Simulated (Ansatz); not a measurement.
ZrC in space group Pm-3m (No. 221; Zr on 3c, C on 3d) at seven volumes, the program Ansatz at the PBEsol level (PAW), scaled uniformly. One row is withheld.

```csv
V (Å³/atom),P (GPa)
14.515,16.80
14.994,10.40
15.473,4.85
15.951,0.00
16.430,-4.24
16.908,?
17.387,-11.11
```

Question: Fit the shown pressures and predict the withheld one.

Answer: Third-order Birch–Murnaghan: P = (3/2)B₀(x^(7/2) − x^(5/2))[1 + (3/4)(B′ − 4)(x − 1)] with x = (V₀/V)^(2/3). Least squares on the six rows gives V₀ = 15.951 Å³/atom, B₀ = 150.5 GPa, B′ = 3.58. At V = 16.908, x = 0.9619 and P = -7.90 GPa. The run itself gave -7.92 GPa.

The start of the workflow was typed in or built on a structure type; neither database checked (COD, Materials Project) lists it. It is not the phase usual at ambient conditions (space group No. 225). The cell was relaxed with PBEsol under the symmetry of its start. At this level the phase is dynamically unstable (imaginary phonons). No spin polarisation was allowed. Its formation energy is positive at this level, so the cell may be metastable or incomplete.

Potentials: the earlier of the program's two PAW sets. The files were generated under PBE; for other functionals the program regenerates the frozen cores, and for LDA and PBEsol the local potential too.
